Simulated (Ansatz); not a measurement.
Bi₂Se₃: stiffness from a series of strains

```yaml
crystal:
  lattice:
    - [2.07150, 1.19598, 9.54533]
    - [-2.07150, 1.19598, 9.54533]
    - [0.00000, -2.39196, 9.54533]
  atoms:
    - { symbol: Bi, position: [0.40080, 0.40080, 0.40080] }
    - { symbol: Bi, position: [0.59920, 0.59920, 0.59920] }
    - { symbol: Se, position: [0.00000, 0.00000, 0.00000] }
    - { symbol: Se, position: [0.21170, 0.21170, 0.21170] }
    - { symbol: Se, position: [0.78830, 0.78830, 0.78830] }
```

Atoms are numbered in the order listed.

Conventional cell: a = 4.143 Å, b = 4.143 Å, c = 28.636 Å, α = 90.00°, β = 90.00°, γ = 120.00°. Bi (atom 1) has 6 Se at 2.85 to 3.07 Å as nearest neighbours. Around Se (atom 3) lie 6 Bi at 3.07 Å. Se (atom 4) is surrounded by 3 Bi at 2.85 Å.

The cell is COD entry 9011965, as deposited and not checked against the literature; nothing was relaxed.

No spin–orbit coupling, which matters for the heavy atoms here.

Theory: DFT, PBEsol, all-electron LAPW, scalar-relativistic in Ansatz 0.2.0.

Settings: a Γ-centred 6×6×6 k mesh, Fermi–Dirac smearing of 0.03 eV, basis error target 0.5 meV/atom, no spin polarisation.

The strain is applied along the Cartesian axes of the cell as listed (the other components stay zero). Fractional coordinates are held (clamped ions).

σ is the change of stress from the unstrained cell, which is at -0.33 GPa; tension is positive, so slopes are stress–strain coefficients at that pressure.

Only quantities that a quadratic follows smoothly over the whole series are listed; rougher ones are left out.

| εzz | σzz (GPa) | σxx (GPa) |
| --- | --- | --- |
| -0.0300 | -2.71 | -1.62 |
| -0.0200 | -1.78 | -1.05 |
| -0.0100 | -0.88 | -0.50 |
| 0.0000 | 0.00 | 0.00 |
| 0.0100 | 0.86 | 0.47 |
| 0.0300 | 2.51 | 1.31 |

(1) Fit the series and read off the stiffness at zero strain.

(2) One run, at εzz = 0.0200, is withheld. Predict its row.

Results:

(1) Least-squares fits y = p0 + p1 x + p2 x² to the rows give σzz (GPa): p1 = 87, p2 = -110; σxx (GPa): p1 = 48.8, p2 = -170. So C33 = 87 GPa and C13 = 49 GPa, for these axes.

(2) The fits give 1.70, 0.91; the run gave 1.69, 0.91.
